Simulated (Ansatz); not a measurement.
Computed scan of one atom of the cell: CsSnI3 (cubic perovskite)

Starting cell, CsSnI₃ (cubic perovskite):

```
CELL_PARAMETERS angstrom
      6.13046     0.00000     0.00000
      0.00000     6.13046     0.00000
      0.00000     0.00000     6.13046
ATOMIC_POSITIONS crystal
  Cs 0.00000 0.00000 0.00000
  Sn 0.50000 0.50000 0.50000
  I  0.00000 0.50000 0.50000
  I  0.50000 0.50000 0.00000
  I  0.50000 0.00000 0.50000
```

Scan: atom 5 (I, nearest neighbour Sn at 3.065 Å; its periodic images, 6.1 Å or more away, move with it) is displaced along Cartesian x, direction (1.000, 0.000, 0.000) in Cartesian axes, by s. The other atoms stay.

These are PBEsol (plane waves to 420 eV, PAW, scalar-relativistic; Ansatz, a quantum-chemistry and plane-wave program) values and carry that method's errors. k mesh 6×6×6 (Γ-centred), Fermi-Dirac smearing 0.05 eV. E stands for the smeared free energy. Compression counts positive. F∥ is the force on the atom along that direction. CsSnI3 was relaxed with its symmetry unable to fall. Spin-orbit coupling is left out, though I is heavy. The PAW data are Ansatz's earlier set. This is a high-temperature form of CsSnI3. ΔE is measured from the undisplaced structure.

```csv
s (Å),ΔE (meV/cell),P (GPa),F∥ (eV/Å)
-0.920,198.7,0.26,0.597
-0.736,108.5,0.16,0.392
-0.552,51.4,0.09,0.236
-0.368,18.9,0.06,0.123
-0.184,3.9,0.04,0.046
0.000,0.0,0.04,0.000
0.184,3.9,0.04,-0.046
0.368,18.9,0.06,-0.123
0.552,51.4,0.09,-0.236
0.736,108.5,0.16,-0.392
0.920,198.7,0.26,-0.597
```

Derived quantities:

- Energy at s = 0.920 Å = 198.7 meV/cell
- Force along the line at s = -0.920 Å = 0.597 eV/Å
- Symmetry of the curve = even: the same for both signs
- Shape of the curve = a single well with its minimum at or next to zero displacement
- Force constant k = d²E/ds² at s = 0 (finite differences) = 0.22 eV/Å²

(For displaced atoms, the force is minus the slope of the energy, and its curvature is a force constant, which sets phonon frequencies.)
